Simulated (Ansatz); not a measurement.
V2SiB2:
Space group P-6m2 (No. 187); a = 2.985 Å, b = 2.985 Å, c = 6.608 Å, α = 90.00°, β = 90.00°, γ = 120.00°

```json
[
 {"atom": "V", "site": "2h", "symmetry": "3m.", "x": "0.3333", "y": "0.6667", "z": "0.2785"},
 {"atom": "Si", "site": "1a", "symmetry": "-6m2", "x": "0.0000", "y": "0.0000", "z": "0.0000"},
 {"atom": "B", "site": "1b", "symmetry": "-6m2", "x": "0.0000", "y": "0.0000", "z": "0.5000"},
 {"atom": "B", "site": "1f", "symmetry": "-6m2", "x": "0.6667", "y": "0.3333", "z": "0.5000"}
]
```

Relaxed with PBE.

Task: Which orbitals make up the states near the Fermi level in the program Ansatz at the PBE level (PAW)?

Result: Within 0.5 eV of the Fermi level: V 3d 84 %, Si 3p 9 %. Projections are on Löwdin-orthogonalised atomic valence shells; empty p or d shells of many metals are not among them.

Task: Tabulate the density of states.

Result: States/eV per cell of 5 atoms, in 0.25 eV bins, energy from the Fermi level.

| E (eV) | total | V 3d | B 2p | Si 3p |
|---|---|---|---|---|
| -7.85 | 0.28 | 0.05 | 0.10 | 0.02 |
| -7.60 | 0.55 | 0.08 | 0.16 | 0.06 |
| -7.35 | 1.49 | 0.20 | 0.46 | 0.16 |
| -7.10 | 1.67 | 0.26 | 0.60 | 0.13 |
| -6.85 | 1.33 | 0.22 | 0.47 | 0.08 |
| -6.60 | 0.77 | 0.13 | 0.38 | 0.05 |
| -6.35 | 1.41 | 0.24 | 0.64 | 0.07 |
| -6.10 | 1.30 | 0.22 | 0.76 | 0.07 |
| -5.85 | 0.97 | 0.18 | 0.62 | 0.05 |
| -5.60 | 1.21 | 0.23 | 0.76 | 0.07 |
| -5.35 | 1.48 | 0.29 | 0.85 | 0.18 |
| -5.10 | 1.65 | 0.36 | 0.89 | 0.24 |
| -4.85 | 2.13 | 0.48 | 1.15 | 0.34 |
| -4.60 | 2.57 | 0.64 | 1.22 | 0.49 |
| -4.35 | 2.04 | 0.54 | 0.85 | 0.50 |
| -4.10 | 1.62 | 0.47 | 0.64 | 0.38 |
| -3.85 | 1.50 | 0.44 | 0.61 | 0.32 |
| -3.60 | 2.72 | 0.79 | 1.11 | 0.59 |
| -3.35 | 2.79 | 0.95 | 1.01 | 0.61 |
| -3.10 | 4.45 | 1.97 | 1.08 | 1.13 |
| -2.85 | 3.63 | 1.80 | 0.54 | 1.09 |
| -2.60 | 2.50 | 1.49 | 0.25 | 0.60 |
| -2.35 | 2.28 | 1.54 | 0.20 | 0.39 |
| -2.10 | 2.94 | 1.91 | 0.30 | 0.56 |
| -1.85 | 3.77 | 2.57 | 0.32 | 0.59 |
| -1.60 | 2.46 | 1.82 | 0.20 | 0.29 |
| -1.35 | 1.90 | 1.49 | 0.13 | 0.16 |
| -1.10 | 1.83 | 1.49 | 0.10 | 0.13 |
| -0.85 | 1.51 | 1.25 | 0.08 | 0.11 |
| -0.60 | 2.31 | 1.92 | 0.15 | 0.17 |
| -0.35 | 2.77 | 2.29 | 0.13 | 0.28 |
| -0.10 | 2.63 | 2.18 | 0.10 | 0.29 |
| 0.15 | 2.15 | 1.84 | 0.09 | 0.17 |
| 0.40 | 2.39 | 2.08 | 0.10 | 0.13 |
| 0.65 | 3.77 | 3.26 | 0.16 | 0.23 |
| 0.90 | 4.31 | 3.73 | 0.20 | 0.21 |
| 1.15 | 3.14 | 2.77 | 0.10 | 0.11 |
| 1.40 | 3.58 | 3.16 | 0.13 | 0.13 |
| 1.65 | 3.03 | 2.65 | 0.15 | 0.12 |
| 1.90 | 3.04 | 2.58 | 0.18 | 0.15 |
| 2.15 | 3.48 | 2.68 | 0.31 | 0.31 |
| 2.40 | 7.27 | 5.38 | 0.92 | 0.62 |
| 2.65 | 3.90 | 2.76 | 0.77 | 0.23 |
| 2.90 | 1.31 | 0.89 | 0.27 | 0.08 |
| 3.15 | 1.04 | 0.63 | 0.14 | 0.13 |
| 3.40 | 3.60 | 2.00 | 0.31 | 0.47 |
| 3.65 | 2.84 | 1.54 | 0.26 | 0.40 |
| 3.90 | 2.49 | 1.22 | 0.24 | 0.51 |
| 4.15 | 2.13 | 0.91 | 0.22 | 0.52 |
| 4.40 | 2.00 | 0.71 | 0.20 | 0.55 |
| 4.65 | 2.14 | 0.68 | 0.23 | 0.59 |

The start of the workflow was typed in or built on a structure type; neither database checked (COD, Materials Project) lists it. Whether it is the stable phase at ambient conditions was not checked. The PBE relaxation kept the symmetry of its start; whether a distortion lowers the energy is not shown. The workflow began spin-polarised and lost its moments.

Potentials: the earlier of the program's two PAW sets.
